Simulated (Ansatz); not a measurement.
Nb:
```xyz
1
Lattice="-1.6484 1.6484 1.6484 1.6484 -1.6484 1.6484 1.6484 1.6484 -1.6484" Properties=species:S:1:pos:R:3 pbc="T T T"
Nb     0.0000     0.0000     0.0000
```

Relaxed with r²SCAN+D4. Special points in fractions of this cell's reciprocal vectors: Γ (0.000, 0.000, 0.000); H (0.500, -0.500, 0.500); N (0.000, 0.000, 0.500); P (0.250, 0.250, 0.250).

List the band energies nearest the Fermi level at these points for r²SCAN+D4 (plane waves, PAW; program Ansatz).

In eV from the Fermi level; about four levels below and three above (degenerate sets whole), none deeper than 8.9 eV; … stands for higher levels left out; points with the same levels are listed once.

```json
[
 {"k": "Γ", "below": "-6.26", "above": "0.45 0.45 0.45"},
 {"k": "H", "below": "-3.91 -3.91", "above": "…"},
 {"k": "N", "below": "-3.91 -1.72", "above": "2.30 3.61 …"},
 {"k": "P", "below": "-1.18 -1.18 -1.18", "above": "…"}
]
```

Space group Im-3m (bcc (W type)). The cell was relaxed with r²SCAN+D4 under the symmetry of its start. No spin polarisation was allowed. The pairwise dispersion correction was not fitted to metals. Spin–orbit coupling is left out wherever it is not named.

Potentials: the earlier of the program's two PAW sets.
